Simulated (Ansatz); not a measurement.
C:
```
CELL_PARAMETERS angstrom
      0.00000     1.78015     1.78015
      1.78015     0.00000     1.78015
      1.78015     1.78015     0.00000
ATOMIC_POSITIONS crystal
  C  0.50000 0.50000 0.50000
  C  0.75000 0.75000 0.75000
```

Relaxed with r²SCAN. Special points in fractions of this cell's reciprocal vectors: Γ (0.000, 0.000, 0.000); X (0.500, 0.000, 0.500); U (0.625, 0.250, 0.625); K (0.375, 0.375, 0.750); L (0.500, 0.500, 0.500); W (0.500, 0.250, 0.750).

Task: List the band energies nearest the valence-band maximum at these points for DFT-r²SCAN in the program Ansatz with PAW potentials.

Result: In eV from the valence-band maximum; about four levels below and three above (degenerate sets whole), none deeper than 8.9 eV; … stands for higher levels left out; points with the same levels are listed once.

| k | below | above |
|---|---|---|
| Γ | 0.00 0.00 0.00 | … |
| X | -6.68 -6.68 | 5.03 5.03 … |
| U | -5.69 | 6.00 11.37 … |
| L | -2.98 -2.98 | 8.94 8.94 … |
| W | -8.75 -8.75 | 11.30 11.30 … |

Space group Fd-3m (diamond). The cell was relaxed with r²SCAN under the symmetry of its start.

Potentials: the later of the program's two PAW sets.
